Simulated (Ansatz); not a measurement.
# MgS, first-principles data

MgS:
```cif
data_Mg2S2
_chemical_formula_sum 'Mg2 S2'
_space_group_name_H-M_alt 'P 1'
_space_group_IT_number 1
_cell_length_a 3.71841
_cell_length_b 3.71841
_cell_length_c 6.79105
_cell_angle_alpha 90.000
_cell_angle_beta 90.000
_cell_angle_gamma 90.000
loop_
_space_group_symop_operation_xyz
  'x, y, z'
loop_
_atom_site_label
_atom_site_type_symbol
_atom_site_fract_x
_atom_site_fract_y
_atom_site_fract_z
_atom_site_occupancy
Mg1 Mg 0.00000 0.50000 0.00000 1
Mg2 Mg 0.50000 0.00000 0.50000 1
S1 S 0.00000 0.00000 0.25000 1
S2 S 0.00000 0.00000 0.75000 1
```

Space group P4_2/mmc (No. 131); conventional cell a = 3.7184 Å, b = 3.7184 Å, c = 6.7910 Å, α = 90.00°, β = 90.00°, γ = 90.00°.

Method: plane-wave PAW PBE (Ansatz code). Geometry: relaxed at this level of theory. Other levels are named where they apply.

**Cell and energy**

```json
{
  "volume_per_atom": "23.47 Å³",
  "density": "1.99 g/cm³",
  "Formation energy from the elements (no fitted shifts)": "-1.05 eV/atom"
}
```

**Electronic structure**

```json
{
 "band_gap": "1.12 eV (indirect)",
 "valence_band_maximum": "at M",
 "conduction_band_minimum": "at Γ",
 "smallest_direct_gap_on_the_standard_path": "1.37 eV",
 "electron_effective_mass": "0.20, 0.20, 0.22 mₑ (principal values)",
 "hole_effective_mass": "0.26, 5.2, 5.2 mₑ (principal values)"
}
```

**Mechanics**

```json
{
  "Bulk modulus (Birch–Murnaghan fit)": "47.6 GPa",
  "Pressure derivative B′": "3.8"
}
```

The cell is a constructed one: a structure type filled with these elements; neither database checked (COD, Materials Project) lists it. COD files the formula under space group No. 225. Whether it is the stable phase at ambient conditions was not checked. The PBE relaxation kept the symmetry of its start; its stability against distortions is not shown here. The references are the lowest solids computed at this level, not always the standard phases.

Potentials: the later of the program's two PAW sets.
